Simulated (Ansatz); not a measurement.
Ansatz input

```yaml
crystal:
  lattice:
    - [2.815871667, 0.0, 0.0]
    - [0.0, 2.815871667, 0.0]
    - [0.0, 0.0, 2.815871667]
  atoms:
    - { symbol: Sc, position: [0.0, 0.0, 0.0] }
hamiltonian:
  xc: lda
  pseudopotentials:
    kind: paw
    azcp:
      Sc: "pseudopotentials/Sc.paw.azcp"
basis:
  ecutwfc: 420
  fft_grid_basis: typed
kpoints:
  mp_grid: { grid: [12, 12, 12], shift: [0, 0, 0] }
magnetization:
  spin_polarized: false
scf:
  occupations: { method: fermi_dirac, width: 0.1 }
  lower_state_search: "off"
output:
  stress: true
```

Terminal output

```
Warning: the record states the generating functional pbe (its physics header spells it `PBE`), which answers neither for hamiltonian.xc's functional nor for the lda family's — results may be inconsistent (PPs are generated against a specific XC)
Engine: ansatz 0.2.0, aarch64-unknown-linux-gnu
Pseudopotentials: kind: paw
Pseudopotential: Sc, paw, valence charge 11, recommended cutoff 420 eV (normal) 
Functional definition: SPW92
  exchange = slater_x
  correlation = pw_c
Crystal: 1 atoms, lattice volume = 22.327 Å³
Basis set: ecut = 420 eV, 461 PW (Γ)
Bands: 10, of which v1, the nominal top of the filled ones, is band 6 counted from 1 (5 counted from 0)
Symmetry: 48 space group operations
Space group: Pm-3m (ITA 221), of the structure as read, at distance tolerance 2.8e-5 Å
k-points: 84 of 1728
Non-local potential: Sc, projectors of the file, l = 0: 3, l = 1: 2, l = 2: 3, l = 3: 1
PAW form: soft (Blöchl's): semilocal exchange-correlation on the pseudo side does not see the compensation charge
PAW frozen core: Sc, regenerated for the run's functional, and the local potential with it (the file was generated under x = pbe(κ = 0.804, μ = 0.2195149727645171), c = pbe(β = 0.06672455060314922))
PAW one-centre angular grid: Sc, 590 points (default); XC on 64 Gauss nodes
Initial density: superposition of atomic densities (neutral atoms: chi_scale 0, normalization atom), corrected by the library's trained network
Initial wavefunctions: pseudopotential atomic-orbital guess
Functional: x = slater, c = lda
SCF iter   1: F=—  HF=-2088.318294 eV  |F-HF|=—  |Δ(HF+E_count)|=         —  Δρ=7.74e-3  dr2=1.49e-2  ethr=1.77e-3  ⟨swp⟩=4.5  Hψ=4603  notcnv=0
SCF iter   2: F=—  HF=-2088.315954 eV  |F-HF|=—  |Δ(HF+E_count)|=   2.34e-3  Δρ=4.81e-3  dr2=6.03e-3  ethr=1.36e-4  ⟨swp⟩=1.0  Hψ=1512  notcnv=0
SCF iter   3: F=—  HF=-2088.314445 eV  |F-HF|=—  |Δ(HF+E_count)|=   1.51e-3  Δρ=4.24e-4  dr2=3.91e-5  ethr=5.48e-5  ⟨swp⟩=1.8  Hψ=933  notcnv=0
SCF iter   4: F=—  HF=-2088.314457 eV  |F-HF|=—  |Δ(HF+E_count)|=   1.19e-5  Δρ=3.09e-4  dr2=2.15e-5  ethr=3.56e-7  ⟨swp⟩=2.0  Hψ=1381  notcnv=0
SCF iter   5: F=—  HF=-2088.314451 eV  |F-HF|=—  |Δ(HF+E_count)|=   5.94e-6  Δρ=7.27e-5  dr2=1.20e-6  ethr=1.96e-7  ⟨swp⟩=2.7  Hψ=1226  notcnv=0
SCF iter   6: F=-2088.314451 eV  HF=-2088.314451 eV  |F-HF|=1.22e-8  |Δ(HF+E_count)|=   3.42e-7  Δρ=8.76e-6  dr2=1.60e-8  ethr=9.09e-10  ⟨swp⟩=2.0  Hψ=2978  notcnv=0
SCF 1 converged in 6 iterations: F = -2088.314451 eV  dr2 = 1.60e-8
SCF converged after 6 iterations
Free energy (F): -2088.314451 eV
Harris-Foulkes:  -2088.314451 eV  (|F-HF|=1.22e-8)
Internal energy: -2088.234898 eV  (E = F + TS)
E sigma→0 (E₀):  -2088.274674 eV
Entropy (-TS):   -0.079552 eV (-79.552 meV/atom)
Fermi energy:    10.244915 eV
--- Per-component energies (eV) ---
  E_band       = -155.021466
  E_kinetic    = 263.114595
  E_local      = -837.963508  (includes V_loc(G=0)·N_el)
  E_nonlocal   = 89.592444
  E_hartree    = 289.031816
  E_xc         = -103.349111
  E_vxc        = -128.864987  (∫ρ·V_xc dr)
  E_paw        = -911.158767  (= ΣΔE_a)
  E_vpaw       = -118.967993  (= ΣTr[D̂ρ^β])
  E_aug_tail   = 0.000011  (compensation charges beyond the density's cutoff)
  E_ewald      = -877.807301
  E_core_change = 0.304923  (= ΣΔE_core)
  E_smearing   = -0.079552  (= −TS)
  E_closure    = -0.000000  (closes the sum)
  Σ components = -2088.314451   (vs F -2088.314451, Δ=0.00e0)
--- Stress (GPa, compression-positive) ---
        1.635166       0.000000       0.000000
       -0.000000       1.635166       0.000000
        0.000000       0.000000       1.635166
  P = ⅓ Tr σ = 1.6352 GPa (16.352 kbar)
```
